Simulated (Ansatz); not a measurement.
RuW:
Space group Cmcm (No. 63); a = 2.818 Å, b = 9.860 Å, c = 4.403 Å, α = 90.00°, β = 90.00°, γ = 90.00°

```
atom  site  symmetry       x       y       z
----  ----  --------  ------  ------  ------
W       4c       m2m  0.0000  0.3402  0.2500
Ru      4c       m2m  0.0000  0.0856  0.2500
```
(The calculation used a cell of 4 atoms; values per cell refer to that cell.)

Relaxed at zero pressure with the program Ansatz at the PBE level (PAW).

The volume is raised by 6 % and shape and atoms relax at that volume. What pressure results, and how do the axes share the change?

-14.0 GPa; a 2.3 %, b 1.7 %, c 1.9 %; the energy rises by 43 meV/atom.

Give the new structure.


Space group Cmcm (No. 63); a = 2.882 Å, b = 10.032 Å, c = 4.486 Å, α = 90.00°, β = 90.00°, γ = 90.00°

```csv
atom,site,symmetry,x,y,z
W,4c,m2m,0.0000,0.3402,0.2500
Ru,4c,m2m,0.0000,0.0895,0.2500
```

The phase is kept; no other phase was compared at this pressure.

The start of the workflow was typed in or built on a structure type; neither database checked (COD, Materials Project) lists it. Whether it is the stable phase at ambient conditions was not checked. The PBE relaxation kept the symmetry of its start; whether a distortion lowers the energy is not shown. No spin polarisation was allowed. Its formation energy is positive at this level, so the cell may be metastable or incomplete. Axis ratios of metals converge slowly with the k-mesh, so a and c are less sure than the volume. Spin–orbit coupling is left out wherever it is not named.

Potentials: the earlier of the program's two PAW sets.
